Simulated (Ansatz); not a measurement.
LiNbO3:
```
LiNbO3
1.0
    2.56711     1.48212     4.60888
   -2.56711     1.48212     4.60888
    0.00000    -2.96425     4.60888
Li Nb O
2 2 6
Direct
  0.70674   0.70674   0.70674
  0.20674   0.20674   0.20674
  0.98909   0.98909   0.98909
  0.48909   0.48909   0.48909
  0.87834   0.26896   0.62749
  0.62749   0.87834   0.26896
  0.26896   0.62749   0.87834
  0.76896   0.37834   0.12749
  0.37834   0.12749   0.76896
  0.12749   0.76896   0.37834
```

PBEsol in the plane-wave PAW code Ansatz gives a gap of 3.51 eV without spin–orbit coupling, maximum off the standard path, at k = (0.135, 0.135, 0.146) in fractions of the reciprocal vectors, minimum off the standard path, at k = (-0.094, -0.094, 0.026) in fractions of the reciprocal vectors.

Q: What happens when spin–orbit coupling is switched on?

A: The gap decreases by 0.04 eV, to 3.47 eV; maximum on the Γ–T line, 29 % of the way from Γ, minimum off the standard path, at k = (-0.094, -0.094, 0.031) in fractions of the reciprocal vectors.

Space group R3c. The cell was relaxed with PBEsol under the symmetry of its start. No spin polarisation was allowed.

Potentials: the earlier of the program's two PAW sets. The files were generated under PBE; for other functionals the program regenerates the frozen cores, and for LDA and PBEsol the local potential too.
